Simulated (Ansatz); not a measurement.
A geometry of W away from equilibrium: step 4 of the relaxation of a relaxed W cell, doubled along one cell vector, shaken by Gaussian noise of σ = 0.08 Å a coordinate. Level of theory: PBE (plane waves to 420 eV, PAW, scalar-relativistic; Ansatz, a program for electronic structure). Γ-centred k-mesh 4×8×12 on the run's cell (coarser than for final values), Fermi–Dirac smearing 0.05 eV.

```xyz
6
Lattice="9.2234 -0.0070 0.0115 -2.3089 3.9887 -0.0115 0.0032 -0.0055 2.6478" Properties=species:S:1:pos:R:3:forces:R:3 pbc="T T T" free_energy=-62314.325 pressure_GPa=1.7
W     -0.0335     0.0306     0.0299    0.1966   -0.1292   -0.4800
W      4.5953    -0.0254    -0.0474   -0.1098    0.1191   -0.6728
W     -0.0364     2.6843     1.2291   -0.0042   -0.4500   -2.4273
W      4.5793     2.6488     0.6179    0.3780    0.0584    1.4851
W      2.3305     1.3294     1.6946   -0.4993    0.1433    1.0644
W      6.8456     1.2914     1.5626    0.0388    0.2583    1.0307
```

Positions in Å, forces in eV/Å, free energy of the cell in eV (comparable only within this code, potentials and settings). Largest force: 2.47 eV/Å, on W3 (atoms numbered as listed); the geometry lies 0.20 eV/atom above the end of its relaxation.

No spin polarisation in the result.

Of the parent cell (P6/mmm (No. 191)): it is a generated cell of W: the first start was made by placing the elements on the sites of a structure type, and the end was not matched to a known phase here, so it may be hypothetical. Known forms of W include space group No. 229.
